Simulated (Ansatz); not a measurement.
**Profile along the Pd–Pd line in Pd (fcc, Cu type)**

Pd (fcc, Cu type)

```
Pd
1.0
    0.00000     1.93777     1.93777
    1.93777     0.00000     1.93777
    1.93777     1.93777     0.00000
Pd
1
Direct
  0.00000   0.00000   0.00000
```

Fields along a shortest Pd–Pd line of a {100} plane (2.74 Å), from Pd to Pd, interpolated on the slice's grid (step about 0.1 Å). Level of theory: PBEsol (plane waves to 420 eV, PAW, scalar-relativistic; Ansatz, an electronic-structure program). k mesh 21×21×21. Inside the PAW spheres the values are not all-electron values, and peaks at nuclei hang on which shells count as valence. Pd is run without spin polarisation. Pd was relaxed with its symmetry unable to fall. The PAW data are Ansatz's earlier set.

```tsv
distance from Pd (Å)	valence electron density (e/Å³)	electron localisation function
0.00	17.07	x
0.27	13.76	x
0.55	6.72	0.40
0.82	1.69	0.40
1.10	0.48	0.23
1.37	0.31	0.21
1.64	0.48	0.23
1.92	1.69	0.40
2.19	6.72	0.40
2.47	13.76	x
2.74	17.07	x
```

x: too close to a nucleus for the ELF to mean much.

Density on the Pd–Pd line (2.74 Å) at its midpoint: 0.31 e/Å³. ELF at that point: 0.21.
